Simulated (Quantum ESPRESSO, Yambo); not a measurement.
Levels of theory for the gap of SiC

SiC (zinc blende, space group F-43m, No. 216): one geometry, one set of PBE (Quantum ESPRESSO, PseudoDojo norm-conserving, 82 Ry, scalar-relativistic) orbitals, self-energies from Yambo (6×6×6 Γ-centred k mesh, 76 bands and a 14 Ry block in the screening, 76 bands in G with the Bruneval-Gonze terminator, plasmon pole fitted at 27.2 eV).

The geometry is that of Materials Project entry mp-8062, symmetrised and not relaxed again.

| level | gap Γ → X (eV) | direct gap at X (eV) | rough Yambo cost |
|---|---|---|---|
| PBE (Quantum ESPRESSO) | 1.36 | 4.56 | – |
| exchange only (Hartree-Fock self-energy on PBE orbitals) | 8.03 | 12.47 | about 1/10 (6 states) |
| static COHSEX@PBE | 3.31 | 6.67 | about 1/3 (3 states) |
| G0W0@PBE, plasmon pole | 2.14 | 5.63 | 1 (6 states) |

Bare exchange has no screening and gives the widest gap; static COHSEX screens it but leaves out the frequency dependence, which G0W0 restores.

Costs are rough ratios of core time on shared machines.

Nearest settings tried, and what they do to the gap: 47 bands in G: +14 meV; 32 bands in W: -45 meV; 11 Ry block (89 vectors against 169): -64 meV; 4×4×4 mesh: -24 meV. So the settings aren't converged at that level.
